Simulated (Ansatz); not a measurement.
Be3N2:
```cif
data_Be3N2
_chemical_formula_sum 'Be3 N2'
_space_group_name_H-M_alt 'P 1'
_space_group_IT_number 1
_cell_length_a 5.12968
_cell_length_b 5.12968
_cell_length_c 5.12968
_cell_angle_alpha 32.081
_cell_angle_beta 32.081
_cell_angle_gamma 32.081
loop_
_space_group_symop_operation_xyz
  'x, y, z'
loop_
_atom_site_label
_atom_site_type_symbol
_atom_site_fract_x
_atom_site_fract_y
_atom_site_fract_z
_atom_site_occupancy
Be1 Be 0.14086 0.14086 0.14086 1
Be2 Be 0.68240 0.68240 0.68240 1
Be3 Be 0.91115 0.91115 0.91115 1
N1 N 0.79586 0.79586 0.79586 1
N2 N 0.29164 0.29164 0.29164 1
```

Relaxed with r²SCAN.

### Question
Give the optical modes at the zone centre with their infrared activity from DFPT, r²SCAN in the plane-wave PAW code Ansatz.

### Answer
Transverse frequencies, without the LO–TO term; a row sums one degenerate level.

| ω (cm⁻¹) | degeneracy | IR ((D/Å)²/amu) | activity | symmetry |
|---|---|---|---|---|
| 371 | 2 | 0.01 | IR | E |
| 416 | 1 | 17.07 | IR | A1 |
| 469 | 2 | 31.01 | IR | E |
| 594 | 2 | 28.10 | IR | E |
| 723 | 1 | 14.63 | IR | A1 |
| 848 | 1 | 17.39 | IR | A1 |
| 942 | 1 | 0.49 | IR | A1 |
| 945 | 2 | 29.35 | IR | E |

### Question
How high does the top mode go among those that the LO–TO term moves?

### Answer
1129 cm⁻¹ for q along x, 1129 cm⁻¹ for q along y, 1098 cm⁻¹ for q along z.

Space group R3m. The first step of the workflow began from a Materials Project structure, measured or hypothetical; the Crystallography Open Database copy checked does not list it. COD files the formula under space group No. 206. Whether it is the stable phase at ambient conditions was not checked. Symmetry was held in the r²SCAN relaxation; whether a distortion lowers the energy is not shown.

Potentials: the later of the program's two PAW sets.
